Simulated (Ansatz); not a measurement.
**Property card for ScAg**

ScAg:
```cif
data_AgSc
_chemical_formula_sum 'Sc1 Ag1'
_space_group_name_H-M_alt 'Pm-3m'
_space_group_IT_number 221
_space_group_name_Hall '-P 4 2 3'
_cell_length_a 3.38196
_cell_length_b 3.38196
_cell_length_c 3.38196
_cell_angle_alpha 90.000
_cell_angle_beta 90.000
_cell_angle_gamma 90.000
loop_
_atom_site_label
_atom_site_type_symbol
_atom_site_symmetry_multiplicity
_atom_site_Wyckoff_symbol
_atom_site_fract_x
_atom_site_fract_y
_atom_site_fract_z
_atom_site_occupancy
Sc1 Sc 1 b 0.50000 0.50000 0.50000 1
Ag1 Ag 1 a 0.00000 0.00000 0.00000 1
```

Space group Pm-3m (No. 221), CsCl type; conventional cell a = 3.382 Å, b = 3.382 Å, c = 3.382 Å, α = 90.00°, β = 90.00°, γ = 90.00°.

Method: PBEsol in the plane-wave PAW code Ansatz. The cell and atoms are relaxed at this level. Other levels are named where they apply.

Cell and energy:

| Item | Result |
|---|---|
| Volume per atom | 19.34 Å³ |
| Density | 6.56 g/cm³ |
| Formation energy from the elements (no fitted shifts) | -0.31 eV/atom |

Electronic structure:

| Quantity | Value |
|---|---|
| Electronic character | metallic (no gap) |
| Density of states at the Fermi level | 0.72 states/eV per atom (mean over ±0.08 eV) |
| Gap with spin–orbit coupling | none (metallic) |

Mechanics:

| Quantity | Result |
|---|---|
| Bulk modulus (Birch–Murnaghan fit) | 92.4 GPa |
| Pressure derivative B′ | 4.5 |
| Elastic constants (relaxed ions, GPa) | C11 = 116, C12 = 79.9, C44 = 48.3 |
| Mechanical stability | stable (all eigenvalues of C positive) |
| Hill bulk and shear moduli | 91.9 and 32.5 GPa |
| Young's modulus | 87.2 GPa |
| Poisson's ratio | 0.34 |
| Debye temperature from the elastic constants | 277 K |

Phonons:

| Property | Value |
|---|---|
| Highest zone-centre frequency | 20.9 meV |
| Zone-centre stability | no imaginary mode at Γ |

The cell is a constructed one: a structure type filled with these elements; the Crystallography Open Database files this formula in space group No. 221, but the cells were not matched. Its standing as an ambient phase is unchecked. Symmetry was held in the PBEsol relaxation. No spin polarisation was allowed. As this level gives no gap, shear constants depend on the k-mesh and smearing (Fermi–Dirac, 0.1 eV here). As this level gives no gap, phonon frequencies hold no LO–TO term and depend on the k-mesh and smearing (Fermi–Dirac, 0.1 eV here). The references are the lowest solids computed at this level, not always the standard phases. Scalar-relativistic: spin–orbit coupling is off unless named, which matters more the heavier the elements.

Potentials: the earlier of the program's two PAW sets. The files were generated under PBE; for other functionals the program regenerates the frozen cores, and for LDA and PBEsol the local potential too.
